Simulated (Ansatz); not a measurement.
TiN (rock salt)

```yaml
crystal:
  lattice:
    - [0.00000, 2.11666, 2.11666]
    - [2.11666, 0.00000, 2.11666]
    - [2.11666, 2.11666, 0.00000]
  atoms:
    - { symbol: N, position: [0.00000, 0.00000, 0.00000] }
    - { symbol: Ti, position: [0.50000, 0.50000, 0.50000] }
```

Level of theory: r2SCAN (plane waves to 500 eV, PAW, scalar-relativistic; Ansatz, an electronic-structure program). Harmonic phonons by density-functional perturbation theory on a 20×20×20 k mesh, in cm⁻¹ and rounded to 5; i marks imaginary ones, q is in fractions of the reciprocal vectors of the cell shown, and the three acoustic modes at Γ are left out. The PAW data are Ansatz's earlier set. TiN is run without spin polarisation. TiN was relaxed with its symmetry unable to fall.

### Question
Does any mode at Γ, L = (0.5, 0.0, 0.0), X = (0.5, 0.5, 0.0) come out imaginary?

### Answer
No imaginary mode at these points (lowest 185 cm⁻¹ at L = (0.5, 0.0, 0.0)); other wave vectors were not tested.

### Question
List the wavenumbers at Γ, L = (0.5, 0.0, 0.0), X = (0.5, 0.5, 0.0), with degeneracies.

### Answer
```csv
q,wavenumbers (cm⁻¹)
Γ,520 (×3)
"L = (0.5, 0.0, 0.0)","185 (×2), 260, 540 (×2), 600"
"X = (0.5, 0.5, 0.0)","265 (×2), 310, 535 (×2), 565"
```
